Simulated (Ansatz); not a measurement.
SnGe (CsCl type, space group No. 221), PBE (plane waves, PAW; program Ansatz), all energies at zero smearing, with the estimated change up to a 700 eV cutoff added, with one set of potentials and settings (totals compare only within such a set). Cell of 2 atoms (1 Sn, 1 Ge): -10318.751 eV.

```
element             reference phase  E (eV/atom)
-------  --------------------------  -----------
Sn       Fd-3m, 2 atoms in the cell   -6024.2128
Ge       Fd-3m, 2 atoms in the cell   -4294.9847
```

Formation energy per atom, worked out: (-10318.751 − 1×(-6024.2128) − 1×(-4294.9847))/2 = 0.223 eV/atom (22 kJ per mol of atoms), at 0 K, without zero-point energy or fitted corrections.

Space group Pm-3m (CsCl type). The cell is a constructed one: a structure type filled with these elements; neither database checked (COD, Materials Project) lists it. Whether it is the stable phase at ambient conditions was not checked. The PBE relaxation kept the symmetry of its start; whether a distortion lowers the energy is not shown. The references are the lowest solids computed at this level, not always the standard phases. Scalar-relativistic: spin–orbit coupling is off unless named, which matters more the heavier the elements.

Potentials: the later of the program's two PAW sets.
